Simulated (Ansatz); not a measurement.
Here is the system:

YC:
```yaml
crystal:
  lattice:
    - [0.00000, 2.51622, 2.51622]
    - [2.51622, 0.00000, 2.51622]
    - [2.51622, 2.51622, 0.00000]
  atoms:
    - { symbol: C, position: [0.00000, 0.00000, 0.00000] }
    - { symbol: Y, position: [0.50000, 0.50000, 0.50000] }
```

This is the PBEsol-relaxed structure.

Task: All from PBEsol in the plane-wave PAW code Ansatz, unless another level is named. Give the Young's modulus.

Result: 172 GPa.

Task: And the highest zone-centre frequency?

Result: 10.12 THz.

Space group Fm-3m (rock salt). The start of the workflow was typed in or built on a structure type; the Crystallography Open Database copy checked does not list it. Whether it is the stable phase at ambient conditions was not checked. Symmetry was held in the PBEsol relaxation; whether a distortion lowers the energy is not shown. The run is not spin-polarised. As this level gives no gap, phonon frequencies hold no LO–TO term and depend on the k-mesh and smearing (Fermi–Dirac, 0.1 eV here).

Potentials: the later of the program's two PAW sets.
